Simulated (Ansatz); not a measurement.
Relaxed ZrB2 (AlB2 type, space group P6/mmm):

```xyz
6
Lattice="3.1677 0.0000 0.0000 -1.5839 2.7433 0.0000 0.0000 0.0000 7.1005" Properties=species:S:1:pos:R:3 pbc="T T T"
Zr     0.0000     0.0000     0.0000
Zr     0.0000     0.0000     3.5503
B      0.0000     1.8289     1.7751
B      0.0000     1.8289     5.3254
B      1.5839     0.9144     1.7751
B      1.5839     0.9144     5.3254
```

The atoms are displaced by Q × the pattern below (from a DFPT mode at A = (0.0, 0.0, 0.5), largest move 1; Q in Å), at fixed cell. (q is in reciprocal vectors of the primitive cell; the cell shown is doubled to hold the pattern.)

| atom | x | y | z |
|---|---|---|---|
| B3 | 0.000 | 0.000 | 1.000 |
| B4 | 0.000 | 0.000 | -1.000 |
| B5 | 0.000 | 0.000 | -1.000 |
| B6 | 0.000 | 0.000 | 1.000 |

Atoms not listed stay in place.

The numbers are results of r2SCAN (plane waves to 500 eV, PAW, scalar-relativistic; Ansatz, a first-principles code), not measurements. k mesh 17×17×7 (Γ-centred), Fermi-Dirac smearing 0.05 eV. E stands for the smeared free energy. With partly filled bands, energies and forces of such displacements shift with the k mesh and the smearing. ZrB2 is run without spin polarisation. ZrB2 was relaxed with its symmetry unable to fall. The zero of ΔE is the undisplaced structure.

```tsv
Q (Å)	ΔE (eV/cell)
-0.100	0.315
-0.067	0.140
-0.033	0.035
0.000	0.000
0.033	0.035
0.067	0.140
0.100	0.315
```

Task: Which DFPT wavenumber at A = (0.0, 0.0, 0.5) belongs to this mode?
A) 629 cm⁻¹
B) 782 cm⁻¹
C) 210 cm⁻¹
D) 408 cm⁻¹

Result: A, 629 cm⁻¹. The curvature of the scan gives 629 cm⁻¹

(A displaced cell: forces are minus the slopes of the energy, force constants its curvatures, and phonons follow from these.)
